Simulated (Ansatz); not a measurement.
A plane-wave DFT run in Ansatz 0.2.0 (scalar-relativistic PAW potentials unless the input names others): input and command.

```yaml
crystal:
  lattice:
    - [0.0, 3.2831000381, 3.2831000381]
    - [3.2831000381, 0.0, 3.2831000381]
    - [3.2831000381, 3.2831000381, 0.0]
  atoms:
    - { symbol: Sn, position: [0.5, 0.5, 0.5] }
    - { symbol: Sn, position: [0.75, 0.75, 0.75] }
basis:
  ecutwfc: 500
kpoints:
  mp_grid: { grid: [27, 27, 27] }
hamiltonian:
  xc: r2scan
scf:
  occupations: { method: gaussian, width: 0.15 }
  mixing: { algorithm: anderson, beta: 0.3 }
output:
  forces: true
  eigenvalues: true
  stress: true
```

```bash
ansatz run input.yaml --threads 1 --pin off --max-ram 2560MiB --backend cpu --events-out ev --progress --plain --runs-dir out
```

Abridged log:
```
Pseudopotentials: kind: paw
Pseudopotential: Sn, paw, valence charge 14, recommended cutoff 500 eV (meta_gga)
Functional definition: r2SCAN
Crystal: 2 atoms, lattice volume = 70.775 Å³
Basis set: ecut = 500 eV, 1807 PW (Γ), exchange–correlation on 144×144×144 points (64 copies of the dense FFT grid, shifted against one another)
Bands: 18, of which v1, the nominal top of the filled ones, is band 14 counted from 1 (13 counted from 0)
Symmetry: 48 space group operations
Space group: Fd-3m (ITA 227), of the structure as read, at distance tolerance 4.1e-5 Å
k-points: 560 of 19683
Initial density: superposition of atomic densities (neutral atoms: chi_scale 0, normalization atom), corrected by the library's trained network
Initial wavefunctions: pseudopotential atomic-orbital guess
Functional: x = r2scan, c = r2scan; τ floored in thin density (d = 2e-4 eV/Å³)
SCF iter   1: F=—  HF=-12077.274091 eV  |F-HF|=—  |Δ(HF+E_count)|=         —  Δρ=4.87e-3  dr2=7.17e-3  dr2_τ=4.47e-3  ethr=1.77e-3  ⟨swp⟩=5.4  Hψ=50977  notcnv=0
SCF iter   2: F=—  HF=-12077.281474 eV  |F-HF|=—  |Δ(HF+E_count)|=   7.38e-3  Δρ=3.22e-3  dr2=3.29e-3  dr2_τ=4.72e-5  ethr=2.56e-5  ⟨swp⟩=3.0  Hψ=22744  notcnv=0  κ⁻¹=1.0e0(r=1)
SCF iter   3: F=—  HF=-12077.281563 eV  |F-HF|=—  |Δ(HF+E_count)|=   8.93e-5  Δρ=1.79e-3  dr2=1.19e-3  dr2_τ=1.75e-5  ethr=1.18e-5  ⟨swp⟩=1.0  Hψ=10080  notcnv=0  κ⁻¹=4.3e-2(r=2)
SCF iter   4: F=—  HF=-12077.281489 eV  |F-HF|=—  |Δ(HF+E_count)|=   7.43e-5  Δρ=3.40e-4  dr2=1.60e-4  dr2_τ=5.85e-7  ethr=4.24e-6  ⟨swp⟩=1.8  Hψ=11788  notcnv=0  κ⁻¹=2.3e-4(r=3)
SCF iter   5: F=—  HF=-12077.281495 eV  |F-HF|=—  |Δ(HF+E_count)|=   5.97e-6  Δρ=2.10e-4  dr2=6.92e-5  dr2_τ=2.74e-7  ethr=5.70e-7  ⟨swp⟩=1.1  Hψ=10135  notcnv=0  κ⁻¹=1.5e-4(r=4)
SCF iter   6: F=—  HF=-12077.281500 eV  |F-HF|=—  |Δ(HF+E_count)|=   4.46e-6  Δρ=8.72e-5  dr2=6.66e-6  dr2_τ=9.30e-8  ethr=2.47e-7  ⟨swp⟩=3.0  Hψ=18010  notcnv=0  κ⁻¹=3.0e-6(r=5)
SCF iter   7: F=—  HF=-12077.281504 eV  |F-HF|=—  |Δ(HF+E_count)|=   4.28e-6  Δρ=2.55e-5  dr2=6.43e-7  dr2_τ=7.88e-8  ethr=2.38e-8  ⟨swp⟩=2.0  Hψ=17925  notcnv=0  κ⁻¹=6.9e-7(r=6)
SCF iter   8: F=—  HF=-12077.281503 eV  |F-HF|=—  |Δ(HF+E_count)|=   1.02e-6  Δρ=2.26e-5  dr2=1.50e-7  dr2_τ=1.70e-8  ethr=2.30e-9  ⟨swp⟩=2.0  Hψ=17925  notcnv=0  κ⁻¹=5.2e-7(r=7)
SCF iter   9: F=-12077.281502 eV  HF=-12077.281502 eV  |F-HF|=4.63e-8  |Δ(HF+E_count)|=   1.14e-6  Δρ=9.12e-6  dr2=4.29e-8  dr2_τ=1.22e-9  ethr=3.57e-10  ⟨swp⟩=6.1  Hψ=49554  notcnv=0
SCF 1 converged in 9 iterations: F = -12077.281502 eV  dr2 = 4.29e-8
SCF converged after 9 iterations
Stability not checked: this state was not tested for a lower state beside it, because the mixer in use, unlike msr1, does not test its closes by its own steps (another_mixer; see scf.mixing.algorithm and scf.lower_state_search)
Free energy (F): -12077.281502 eV
Harris-Foulkes:  -12077.281502 eV  (|F-HF|=4.63e-8)
Internal energy: -12077.280995 eV  (E = F + TS)
E sigma→0 (E₀):  -12077.281248 eV
Entropy (-TS):   -0.000507 eV (-0.253 meV/atom)
Fermi energy:    7.368657 eV
--- Forces (eV/Å), atoms counted from 1 ---
  atom   1  Sn     0.00000000     0.00000000     0.00000000
  atom   2  Sn     0.00000000     0.00000000     0.00000000
--- Stress (GPa, compression-positive) ---
        0.007343       0.000000       0.000000
        0.000000       0.007343       0.000000
        0.000000       0.000000       0.007343
  P = ⅓ Tr σ = 0.0073 GPa (0.073 kbar)
```

Apart from outputs and empty bands, the input differs from a reference run on usual settings in scf.mixing.algorithm: not typed → "anderson"; scf.mixing.beta: not typed → 0.3; kpoints.mp_grid.grid: [18, 18, 18] → [27, 27, 27]. The reference, at the same geometry, gave pressure 0.01 GPa, largest force 0.000 eV/Å, no gap on the mesh. This run converged in 9 SCF iterations (reference: 7) with an energy at zero smearing 0.03 meV/atom below the reference's, pressure 0.01 GPa, largest force 0.000 eV/Å, no gap on the mesh.

The run took 92 s on 1 thread of Intel(R) Xeon(R) Platinum 8375C CPU @ 2.90GHz (Ice Lake), on a shared host, peak memory 1.1 GiB.